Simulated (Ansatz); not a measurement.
**Computed properties of YTaN$_{3}$**

YTaN3:
```
YTaN3
1.0
    4.01437     0.00000     0.00000
    0.00000     4.01437     0.00000
    0.00000     0.00000     4.01437
Y Ta N
1 1 3
Direct
  0.00000   0.00000   0.00000
  0.50000   0.50000   0.50000
  0.50000   0.50000   0.00000
  0.50000   0.00000   0.50000
  0.00000   0.50000   0.50000
```

Space group Pm-3m (No. 221), cubic perovskite; conventional cell a = b = c = 4.014 Å, α = β = γ = 90.00°.

Method: DFT-PBEsol in the program Ansatz with PAW potentials. Structure relaxed to zero pressure with the same functional. Other levels are named where they apply.

### Cell and energy

| Property | Result |
|---|---|
| Volume per atom | 12.94 Å³ |
| Density | 8.01 g/cm³ |
| Formation energy from the elements (no fitted shifts) | -0.95 eV/atom |

### Electronic structure

| Quantity | Value |
|---|---|
| Electronic character | metallic (no gap) |
| Density of states at the Fermi level | 0.53 states/eV per atom (mean over ±0.08 eV) |
| Gap with spin–orbit coupling | none (metallic) |

### Mechanics

| Item | Result |
|---|---|
| Bulk modulus (Birch–Murnaghan fit) | 2180 kbar |
| Pressure derivative B′ | 4.0 |
| Elastic constants (relaxed ions, GPa) | C11 = 468, C12 = 96.5, C44 = 57.9 |
| Mechanical stability | stable (all eigenvalues of C positive) |
| Hill bulk and shear moduli | 220 and 94.5 GPa |
| Young's modulus | 248 GPa |
| Poisson's ratio | 0.31 |
| Debye temperature from the elastic constants | 487 K |

### Phonons

| Quantity | Value |
|---|---|
| Highest zone-centre frequency | 21.96 THz |
| Zone-centre stability | unstable, softest mode 241i cm⁻¹ |

The start of the workflow was typed in or built on a structure type; neither database checked (COD, Materials Project) lists it. Whether it is the stable phase at ambient conditions was not checked. Symmetry was held in the PBEsol relaxation. The run is not spin-polarised. With an odd number of electrons in the cell and no spin polarisation, the count alone makes it a metal. As this level gives no gap, shear constants depend on the k-mesh and smearing (Fermi–Dirac, 0.1 eV here). As this level gives no gap, phonon frequencies hold no LO–TO term and depend on the k-mesh and smearing (Fermi–Dirac, 0.1 eV here). The references are the lowest solids computed at this level, not always the standard phases (solids in place of the gases). Scalar-relativistic: spin–orbit coupling is off unless named, which matters more the heavier the elements.

Potentials: the earlier of the program's two PAW sets. The files were generated under PBE; for other functionals the program regenerates the frozen cores, and for LDA and PBEsol the local potential too.
